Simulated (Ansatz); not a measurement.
AlN at -1 GPa: from Born charge to LO–TO splitting and polaron coupling

Theory: Ansatz 0.2.0, DFT LDA, scalar-relativistic, plane waves, PAW. Cutoff 420 eV, 10×10×10 k-points (Γ-centred), fixed occupations. No spin polarisation. Phonons by linear response, acoustic sum rule imposed.

The cell, relaxed at -1 GPa:
```
Al N
1.0
     0.00000    2.17460    2.17460
     2.17460    0.00000    2.17460
     2.17460    2.17460    0.00000
Al N
1 1
Direct
  0.00000 0.00000 0.00000
  0.75000 0.75000 0.75000
```

Linear response gives ν_TO = 659.5 cm⁻¹, Born charges ±2.546 e (positive on Al) and ε∞ = 4.546. The primitive cell holds 20.567 Å³, and the masses are 26.982 and 14.007 amu.

Question: Find ν_LO and the static dielectric constant.

Answer: The long-wave field adds a restoring force: ω_LO² − ω_TO² = Z*²e²/(ε_vac ε∞ μV). In these units ν_LO² − ν_TO² = 4.92064×10⁷ Z*²/(μ V ε∞) cm⁻², with μ = m₁m₂/(m₁ + m₂) = 9.220 amu: 369914 cm⁻². So ν_LO = √(659.5² + 369914) = 897.2 cm⁻¹, and the run gives 897.2. Lyddane–Sachs–Teller then gives ε0 = ε∞ (ν_LO/ν_TO)² = 8.41, against 8.41 in the run (it forms both from the same three quantities, so the match checks the arithmetic only). Between ν_TO and ν_LO the dielectric function is negative and an undamped crystal reflects fully: a reststrahlen band from 11.1 to 15.2 μm.

Question: What do the Clausius–Mossotti polarisability and the Szigeti charge come to?

Answer: With the Lorentz local field, α = (3V/4π)(ε∞ − 1)/(ε∞ + 2) = 2.66 Å³ for the pair, and e_S = 3Z*/(ε∞ + 2) = 1.17 e. The Born charge includes the electrons' response to the dipole's own local field, and e_S takes that enhancement out. The Lorentz field assumes point-like polarisable ions, a poor picture once ε∞ is this large, since the electron clouds then overlap or are shared, so both numbers are formal here.

Question: How strongly does a slow electron couple to the LO mode?

Answer: For one isotropic parabolic band, Fröhlich's constant is α_F = (1/ε∞ − 1/ε0) √(m* Ry/ħω_LO), with Ry = 13.606 eV, ħω_LO = 111.2 meV and m* in free-electron masses: α_F = 0.1011 × 11.06 × √m* = 1.12 √m*. The band mass isn't part of this run; for m* = 0.1, 0.3 and 1 it gives 0.35, 0.61, 1.12. In weak coupling the polaron lies α_F ħω_LO below the band edge (68 meV at m* = 0.3) with a mass m*(1 + α_F/6); past α_F of about 5 or 6 that expansion fails. A semilocal functional's ε∞ tends to be too large, which taken alone lowers α_F.

This zinc-blende form isn't the usual stable structure of the compound.

Cost: 1 run of about 0.35 core-minutes, on Intel Xeon Platinum 8488C (Sapphire Rapids) (shared hosts).